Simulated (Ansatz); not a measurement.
# Relaxing a structure of Rb

The start is a generated cell, Rb built in the fcc structure type. The structure is fully relaxed (lattice and positions, P = 0) with r2SCAN (plane waves to 500 eV, PAW, scalar-relativistic; Ansatz, a program for electronic structure). The first steps use a coarse 8×8×8 k-mesh.

Initial structure:
```
Rb
1.0
    0.00000     3.52148     3.52148
    3.52148     0.00000     3.52148
    3.52148     3.52148     0.00000
Rb
1
Direct
  0.00000   0.00000   0.00000
```

**Question.** By how much does the energy per atom fall from start to end?

**Answer.** 0.01 eV/atom.

**Question.** Is the relaxed structure metallic? Give its gap.

**Answer.** No gap (metallic).

**Question.** Give the final cell and atomic positions.

**Answer.** 
Space group Fm-3m (No. 225); a = b = c = 7.254 Å, α = β = γ = 90.00°

```tsv
atom	site	symmetry	x	y	z
Rb	4a	m-3m	0.0000	0.0000	0.0000
```
(The calculation used a cell of 1 atom; values per cell refer to that cell.)

The space group stays Fm-3m (No. 225) (the run could not lower it); the end is fcc (Cu type), with 1 atom in the primitive cell. Final values are on a 11×11×11 k-mesh of the relaxed cell. No spin polarisation in the result.

The run could not lose the symmetry of its start.

The relaxed structure has the type that Rb is known to take under pressure; here it was relaxed at zero pressure, from a generated start.
